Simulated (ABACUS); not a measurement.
A self-consistent single point of C (P6_3/mmc, 4 atoms in the cell; from Materials Project mp-48, changed as shown).

```
CELL_PARAMETERS angstrom
      2.51568     0.00000     0.00000
     -1.25784     2.17864     0.00000
      0.00000     0.00000     7.95611
ATOMIC_POSITIONS crystal
  C  0.00000 0.00000 0.25000
  C  0.00000 0.00000 0.75000
  C  0.33333 0.66667 0.25000
  C  0.66667 0.33333 0.75000
```

Method: PBE, PseudoDojo 0.5 standard norm-conserving PBE (tails mended) pseudopotentials (plane waves; ABACUS).

ABACUS settings:

- KPT: Gamma 15 15 5 0 0 0
- basis_type: pw
- ecutwfc: 82 Ry
- smearing_method: mp
- smearing_sigma: 0.0199916 Ry
- potentials: PseudoDojo 0.5 standard norm-conserving PBE (tails mended)
- symmetry: 1
- ks_solver: cg
- scf_nmax: 100
- scf_thr: 1.0e-09 Ry
- mixing_type: broyden

Results:

Number of valence electrons: 16
Number of bands: 18
Number of k-points after the program's reduction: 192
Number of plane waves (most at a k-point): 3714
Number of SCF iterations: 8
FFT grid: 27 × 27 × 90
Free energy E − TS: -655.5708 eV
Fermi level (on the code's own zero): 4.86 eV
Pressure: -12.60 GPa

Stress (GPa, positive for compression):
```
-18.99    0.00    0.00
  0.00  -18.99    0.00
  0.00    0.00    0.18
```

For comparison: a first run was changed to give this one (volume scaled by 1.06), and from it to this one the free energy goes up by 25.3 meV/atom and the pressure goes from -0.24 to -12.60 GPa.

The structure comes from a collection of computed structures, made at another level of theory; the collection holds predicted forms beside known ones.

Cost on one core: very roughly 2.7 core-minutes.

“Tails mended”: in these copies of the files the far tail of each local potential was reset to the Coulomb form.
